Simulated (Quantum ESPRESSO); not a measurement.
# Al3Mo4Ga: one run as intended and one with a planted mistake

Computed values, not a measurement. The program is pw.x of Quantum ESPRESSO 7.5 (plane-wave density functional theory). The cell is made up: eight metal atoms on a hexagonal close-packed lattice, with elements, volume, strain and displacements drawn at random and not relaxed, so it may be unstable or far from any real phase. PseudoDojo standard norm-conserving files set the functional (PBE unless stated); there is no spin polarisation or spin-orbit coupling, the Fermi-Dirac width of 0.25 eV means electrons at about 2900 K, and the masses in the input are unused placeholders. A spin test at this wide smearing found no moment, but such smearing suppresses magnetism that the real alloy may have.

Intended input:

```
&control calculation='scf', pseudo_dir='./dojo.nc.sr.pbe.v0_5.standard.upf', outdir='./o', disk_io='medium', tprnfor=.true., tstress=.true. /
&system ibrav=0, nat=8, ntyp=3, nbnd=52, ecutwfc=79.96652505, nosym=.true., tot_charge=0,
 occupations='smearing', smearing='fd', degauss=0.0183746611
/
&electrons conv_thr=1.470e-08, electron_maxstep=70, mixing_beta=0.5 /
ATOMIC_SPECIES
Al 1.0 Al.upf
Ga 1.0 Ga.upf
Mo 1.0 Mo.upf
CELL_PARAMETERS angstrom
4.3745 -2.5256 0.0
-2.9164 0.0 -4.7673
2.9164 5.0513 0.0
ATOMIC_POSITIONS angstrom
Al -0.0198 -0.0602 -0.0393
Mo 1.4759 2.481 -0.0087
Mo 0.0715 1.6366 -2.4923
Ga 1.4579 4.2398 -2.3417
Mo 2.9434 0.0403 -0.0251
Mo 4.4106 2.4901 0.0346
Al 1.4777 -0.8727 -2.3487
Al 2.8448 1.6482 -2.4715
K_POINTS automatic
5 5 4 1 1 1
```

The log is shortened where brackets say so; the opening notice, blank lines, dates and the lines on written files are dropped, and the path of the files is cut. It prints rydbergs, bohrs and kilobars, and counts compression as positive stress. Its total energy is the free energy E - TS of the whole cell.

Log of the intended run:

```
     Program PWSCF v.7.5
     Parallel version (MPI & OpenMP), running on       1 processor cores
     Number of MPI processes:                 1
     Threads/MPI process:                     1
     [start-up lines left out]
     bravais-lattice index     =            0
     lattice parameter (alat)  =       9.5454  a.u.
     unit-cell volume          =     947.8503 (a.u.)^3
     number of atoms/cell      =            8
     number of atomic types    =            3
     number of electrons       =        78.00
     number of Kohn-Sham states=           52
     kinetic-energy cutoff     =      79.9665  Ry
     charge density cutoff     =     319.8661  Ry
     scf convergence threshold =      1.5E-08
     mixing beta               =       0.5000
     number of iterations used =            8  plain     mixing
     Exchange-correlation= PBE
                           (   1   4   3   4   0   0   0)
     [axes and pseudopotential details left out]
   Cartesian axes
     site n.     atom                  positions (alat units)
         1        Al     tau(   1) = (  -0.0039198  -0.0119179  -0.0077803  )
         2        Mo     tau(   2) = (   0.2921864   0.4911677  -0.0017224  )
         3        Mo     tau(   3) = (   0.0141550   0.3240004  -0.4934048  )
         4        Ga     tau(   4) = (   0.2886229   0.8393602  -0.4635902  )
         5        Mo     tau(   5) = (   0.5827098   0.0079783  -0.0049691  )
         6        Mo     tau(   6) = (   0.8731738   0.4929692   0.0068498  )
         7        Al     tau(   7) = (   0.2925427  -0.1727699  -0.4649760  )
         8        Al     tau(   8) = (   0.5631898   0.3262969  -0.4892869  )
     number of k points=    50  Fermi-Dirac smearing, width (Ry)=  0.0184
                       cart. coord. in units 2pi/alat
        k(    1) = (   0.1407277   0.0437482  -0.1920460), wk =   0.0400000
        k(    2) = (   0.2489784   0.2312454  -0.2582685), wk =   0.0400000
     [further k points left out]
     Dense  grid:    91581 G-vectors     FFT dimensions: (  60,  64,  64)
     Estimated max dynamical RAM per process >     136.02 MB
     Initial potential from superposition of free atoms
     starting charge      77.9843, renormalised to      78.0000
     Starting wfcs are   61 randomized atomic wfcs
     total cpu time spent up to now is       25.0 secs
     per-process dynamical memory:   108.5 Mb
     Self-consistent Calculation
     iteration #  1     ecut=    79.97 Ry     beta= 0.50
     Davidson diagonalization with overlap
     ethr =  1.00E-02,  avg # of iterations =  2.9
     Threshold (ethr) on eigenvalues was too large:
     Diagonalizing with lowered threshold
     Davidson diagonalization with overlap
     ethr =  9.30E-04,  avg # of iterations =  2.0
     total cpu time spent up to now is      167.6 secs
     total energy              =    -728.84852649 Ry
     estimated scf accuracy    <       0.79783059 Ry
     iteration #  2     ecut=    79.97 Ry     beta= 0.50
     Davidson diagonalization with overlap
     ethr =  1.02E-03,  avg # of iterations =  2.0
     total cpu time spent up to now is      225.4 secs
     total energy              =    -728.88502630 Ry
     estimated scf accuracy    <       0.81354562 Ry
     [iterations 3 to 13 left out]
     iteration # 14     ecut=    79.97 Ry     beta= 0.50
     Davidson diagonalization with overlap
     ethr =  4.08E-11,  avg # of iterations =  2.0
     total cpu time spent up to now is      899.5 secs
     total energy              =    -729.07162512 Ry
     estimated scf accuracy    <       0.00000007 Ry
     iteration # 15     ecut=    79.97 Ry     beta= 0.50
     Davidson diagonalization with overlap
     ethr =  4.08E-11,  avg # of iterations =  1.0
     total cpu time spent up to now is      940.4 secs
     End of self-consistent calculation
     [lines on levels left out]
!    total energy              =    -729.07162513 Ry
     estimated scf accuracy    <          1.2E-09 Ry
     smearing contrib. (-TS)   =      -0.09958354 Ry
     internal energy E=F+TS    =    -728.97204159 Ry
     The total energy is F=E-TS. E is the sum of the following terms:
     one-electron contribution =    -275.17338776 Ry
     hartree contribution      =     177.04808337 Ry
     xc contribution           =    -130.34354502 Ry
     ewald contribution        =    -500.50319218 Ry
     convergence has been achieved in  15 iterations
     Forces acting on atoms (cartesian axes, Ry/au):
     atom    1 type  1   force =     0.01002823    0.00925579   -0.00622499
     atom    2 type  3   force =    -0.01012701   -0.00193673   -0.00360592
     atom    3 type  3   force =    -0.01558260    0.01257855   -0.00423680
     atom    4 type  2   force =    -0.00043679   -0.01171524   -0.01231660
     atom    5 type  3   force =    -0.00686948   -0.01752211    0.02455514
     atom    6 type  3   force =    -0.00536273    0.01306445   -0.01939214
     atom    7 type  1   force =     0.01442481    0.00745397   -0.00861844
     atom    8 type  1   force =     0.01392558   -0.01117868    0.02983976
     Total force =     0.064283     Total SCF correction =     0.000121
     Computing stress (Cartesian axis) and pressure
          total   stress  (Ry/bohr**3)                   (kbar)     P=     -149.02
  -0.00097638  -0.00000155   0.00002774         -143.63       -0.23        4.08
  -0.00000155  -0.00102138   0.00002276           -0.23     -150.25        3.35
   0.00002774   0.00002276  -0.00104138            4.08        3.35     -153.19
     init_run     :     24.30s CPU     24.78s WALL (       1 calls)
     electrons    :    883.37s CPU    915.49s WALL (       1 calls)
     forces       :      6.24s CPU      6.33s WALL (       1 calls)
     stress       :     23.27s CPU     23.37s WALL (       1 calls)
     [timing details left out]
     PWSCF        :  15m37.47s CPU  16m10.70s WALL
     JOB DONE.
```

A second run has one planted mistake: the cell and the positions are scaled by a wrong factor. The input lines that differ:

```
- 4.3745 -2.5256 0.0
- -2.9164 0.0 -4.7673
- 2.9164 5.0513 0.0
+ 4.3216 -2.495 0.0
+ -2.8811 0.0 -4.7096
+ 2.8811 4.9902 0.0
- Al -0.0198 -0.0602 -0.0393
- Mo 1.4759 2.481 -0.0087
- Mo 0.0715 1.6366 -2.4923
- Ga 1.4579 4.2398 -2.3417
- Mo 2.9434 0.0403 -0.0251
- Mo 4.4106 2.4901 0.0346
- Al 1.4777 -0.8727 -2.3487
- Al 2.8448 1.6482 -2.4715
+ Al -0.0196 -0.0595 -0.0388
+ Mo 1.458 2.451 -0.0086
+ Mo 0.0706 1.6168 -2.4621
+ Ga 1.4403 4.1885 -2.3134
+ Mo 2.9078 0.0398 -0.0248
+ Mo 4.3572 2.46 0.0342
+ Al 1.4598 -0.8621 -2.3203
+ Al 2.8104 1.6283 -2.4416
```

Its log:

```
     Program PWSCF v.7.5
     Parallel version (MPI & OpenMP), running on       1 processor cores
     Number of MPI processes:                 1
     Threads/MPI process:                     1
     [start-up lines left out]
     bravais-lattice index     =            0
     lattice parameter (alat)  =       9.4300  a.u.
     unit-cell volume          =     913.8581 (a.u.)^3
     number of atoms/cell      =            8
     number of atomic types    =            3
     number of electrons       =        78.00
     number of Kohn-Sham states=           52
     kinetic-energy cutoff     =      79.9665  Ry
     charge density cutoff     =     319.8661  Ry
     scf convergence threshold =      1.5E-08
     mixing beta               =       0.5000
     number of iterations used =            8  plain     mixing
     Exchange-correlation= PBE
                           (   1   4   3   4   0   0   0)
     [axes and pseudopotential details left out]
   Cartesian axes
     site n.     atom                  positions (alat units)
         1        Al     tau(   1) = (  -0.0039278  -0.0119236  -0.0077754  )
         2        Mo     tau(   2) = (   0.2921776   0.4911710  -0.0017234  )
         3        Mo     tau(   3) = (   0.0141480   0.3240005  -0.4933954  )
         4        Ga     tau(   4) = (   0.2886306   0.8393593  -0.4635965  )
         5        Mo     tau(   5) = (   0.5827120   0.0079758  -0.0049698  )
         6        Mo     tau(   6) = (   0.8731662   0.4929746   0.0068535  )
         7        Al     tau(   7) = (   0.2925383  -0.1727615  -0.4649792  )
         8        Al     tau(   8) = (   0.5631934   0.3263051  -0.4892873  )
     number of k points=    50  Fermi-Dirac smearing, width (Ry)=  0.0184
                       cart. coord. in units 2pi/alat
        k(    1) = (   0.1407269   0.0437490  -0.1920460), wk =   0.0400000
        k(    2) = (   0.2489757   0.2312471  -0.2582672), wk =   0.0400000
     [further k points left out]
     Dense  grid:    88213 G-vectors     FFT dimensions: (  54,  60,  64)
     Estimated max dynamical RAM per process >     129.24 MB
     Initial potential from superposition of free atoms
     starting charge      77.9843, renormalised to      78.0000
     Starting wfcs are   61 randomized atomic wfcs
     total cpu time spent up to now is       20.7 secs
     per-process dynamical memory:    74.1 Mb
     Self-consistent Calculation
     iteration #  1     ecut=    79.97 Ry     beta= 0.50
     Davidson diagonalization with overlap
     ethr =  1.00E-02,  avg # of iterations =  3.0
     Threshold (ethr) on eigenvalues was too large:
     Diagonalizing with lowered threshold
     Davidson diagonalization with overlap
     ethr =  8.85E-04,  avg # of iterations =  2.0
     total cpu time spent up to now is      122.2 secs
     total energy              =    -728.89550884 Ry
     estimated scf accuracy    <       0.75947377 Ry
     iteration #  2     ecut=    79.97 Ry     beta= 0.50
     Davidson diagonalization with overlap
     ethr =  9.74E-04,  avg # of iterations =  2.1
     total cpu time spent up to now is      179.4 secs
     total energy              =    -728.93789758 Ry
     estimated scf accuracy    <       0.69092393 Ry
     [iterations 3 to 13 left out]
     iteration # 14     ecut=    79.97 Ry     beta= 0.50
     Davidson diagonalization with overlap
     ethr =  2.84E-11,  avg # of iterations =  2.0
     total cpu time spent up to now is      794.0 secs
     total energy              =    -729.10160633 Ry
     estimated scf accuracy    <       0.00000003 Ry
     iteration # 15     ecut=    79.97 Ry     beta= 0.50
     Davidson diagonalization with overlap
     ethr =  2.84E-11,  avg # of iterations =  1.0
     total cpu time spent up to now is      827.9 secs
     End of self-consistent calculation
     [lines on levels left out]
!    total energy              =    -729.10160633 Ry
     estimated scf accuracy    <          6.9E-10 Ry
     smearing contrib. (-TS)   =      -0.09493112 Ry
     internal energy E=F+TS    =    -729.00667521 Ry
     The total energy is F=E-TS. E is the sum of the following terms:
     one-electron contribution =    -266.14727261 Ry
     hartree contribution      =     174.34183554 Ry
     xc contribution           =    -130.56710047 Ry
     ewald contribution        =    -506.63413767 Ry
     convergence has been achieved in  15 iterations
     Forces acting on atoms (cartesian axes, Ry/au):
     atom    1 type  1   force =     0.01139386    0.00969168   -0.00518415
     atom    2 type  3   force =    -0.01202452   -0.00105667   -0.00530460
     atom    3 type  3   force =    -0.01839643    0.01343523    0.00180917
     atom    4 type  2   force =    -0.00080301   -0.01210535   -0.01391992
     atom    5 type  3   force =    -0.00938741   -0.02380975    0.02454031
     atom    6 type  3   force =    -0.00303852    0.01829156   -0.02430057
     atom    7 type  1   force =     0.01365417    0.00570710   -0.00962876
     atom    8 type  1   force =     0.01860186   -0.01015379    0.03198851
     Total force =     0.072549     Total SCF correction =     0.000090
     Computing stress (Cartesian axis) and pressure
          total   stress  (Ry/bohr**3)                   (kbar)     P=     -109.60
  -0.00070586  -0.00000262   0.00002866         -103.84       -0.39        4.22
  -0.00000262  -0.00075616   0.00002217           -0.39     -111.24        3.26
   0.00002866   0.00002217  -0.00077312            4.22        3.26     -113.73
     init_run     :     18.06s CPU     20.50s WALL (       1 calls)
     electrons    :    773.19s CPU    807.25s WALL (       1 calls)
     forces       :      8.68s CPU      8.81s WALL (       1 calls)
     stress       :     26.34s CPU     26.61s WALL (       1 calls)
     [timing details left out]
     PWSCF        :  13m46.67s CPU  14m25.35s WALL
     JOB DONE.
```

|  | intended run | run with the mistake |
| --- | --- | --- |
| free energy (eV) | -9919.525 | -9919.933 |
| entropy term -TS, part of it (eV) | -1.355 | -1.292 |
| pressure (GPa) | -14.90 | -10.96 |
| size of the largest force component (eV/Å) | 0.767 | 0.822 |
| largest change of a force component (eV/Å) |  | 0.162 |
| iterations | 15 | 15 |

For scale, a rerun of the intended cell at a higher cutoff and on a denser mesh moved values by no more than 0.005 eV in energy, 0.07 GPa in stress and 0.011 eV/Å in force, and a second program with other atomic files agreed on that cell to 2 % rms in force and 0.5 GPa in pressure.